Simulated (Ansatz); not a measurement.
# Structure relaxation, CdS

The start is a relaxed CdS cell deformed by the Cartesian strain tensor (xx, yy, zz, yz, xz, xy) = (-0.057, -0.050, -0.072, -0.103, 0.030, 0.020). A full variable-cell relaxation at zero pressure is run with PBE (plane waves to 420 eV, PAW, scalar-relativistic; Ansatz, a first-principles code). The first steps use a coarse 5×6×1 k-mesh.

Starting cell:
```
CdS
1.0
    3.95359     0.08595     0.12578
   -1.90236     3.40635    -0.43687
    0.61547    -2.11311    19.03847
Cd S
6 6
Direct
  0.00000   0.00000   0.99978
  0.00000   0.00000   0.49978
  0.66667   0.33333   0.83326
  0.33333   0.66667   0.33326
  0.66667   0.33333   0.16656
  0.33333   0.66667   0.66656
  0.00000   0.00000   0.87462
  0.00000   0.00000   0.37462
  0.66667   0.33333   0.70809
  0.33333   0.66667   0.20809
  0.66667   0.33333   0.04139
  0.33333   0.66667   0.54139
```

```yaml
initial_pressure: "+17.4 GPa (positive: the cell is compressed)"
energy_released: 0.32 eV/atom
Shortest distances (start → end): "The closest pairs of elements (up to four, under 3.6 Å), start → end: Cd–S 2.26 → 2.57 Å; Cd–Cd 3.51 → 4.19 Å; S–S 3.51 → 4.19 Å"
band_gap_at_the_end: 1.06 eV, direct at Γ (no spin-orbit coupling)
optimiser_moves: 11
```

It ends as:

Space group P6₃mc (No. 186); a = b = 4.1926 Å, c = 20.5157 Å, α = β = 90.00°, γ = 120.00°

| atom | site | symmetry | x | y | z |
|---|---|---|---|---|---|
| Cd | 2a | 3m. | 0.0000 | 0.0000 | 0.0002 |
| Cd | 2b | 3m. | 0.6667 | 0.3333 | 0.6667 |
| Cd | 2b | 3m. | 0.6667 | 0.3333 | 0.3334 |
| S | 2a | 3m. | 0.0000 | 0.0000 | 0.1254 |
| S | 2b | 3m. | 0.3333 | 0.6667 | 0.2919 |
| S | 2b | 3m. | 0.6667 | 0.3333 | 0.4586 |

Final values are on a 7×7×2 k-mesh of the relaxed cell. No spin polarisation in the result.

The first start was generated by placing the elements on the sites of a structure type. A measured structure of CdS has the same space group, P6₃mc (No. 186); the sites were not compared with it.
